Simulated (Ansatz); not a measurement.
Given:

Mg (hcp, Mg type)

```yaml
crystal:
  lattice:
    - [6.37284, 0.00000, 0.00000]
    - [-1.59321, 2.75952, 0.00000]
    - [0.00000, 0.00000, 5.22378]
  atoms:
    - { symbol: Mg, position: [0.16667, 0.66667, 0.75000] }
    - { symbol: Mg, position: [0.66667, 0.66667, 0.75000] }
    - { symbol: Mg, position: [0.33333, 0.33333, 0.25000] }
    - { symbol: Mg, position: [0.83333, 0.33333, 0.25000] }
```

Scan: atom 2 (Mg, nearest neighbour Mg at 3.186 Å; its periodic images, 3.2 Å or more away, move with it) is displaced along Cartesian x, direction (1.000, 0.000, 0.000) in Cartesian axes, by s. The other atoms stay.

Level of theory: PBE (plane waves to 420 eV, PAW, scalar-relativistic; Ansatz, a program for electronic structure). k mesh 7×14×7 (Γ-centred), Fermi-Dirac smearing 0.05 eV. The energy includes the smearing's −TS. With partly filled bands, energies and forces of such displacements shift with the k mesh and the smearing. Mg was relaxed with its symmetry unable to fall. ΔE is measured from the undisplaced structure.

The scan covers s from -0.960 to 0.960 Å in 11 points.

Problem. Is this a single well or a double well?

Solution. A single well with its minimum at or next to zero displacement.

Problem. What force acts on the atom along the line at s = -0.960 Å?

Solution. 4.50 eV/Å.

Problem. What is the energy change at s = 0.960 Å?

Solution. 1598 meV/cell.

Problem. What is the force constant k = d²E/ds² of this move at s = 0?

Solution. 2.41 eV/Å².

(A displaced cell: forces are minus the slopes of the energy, force constants its curvatures, and phonons follow from these.)
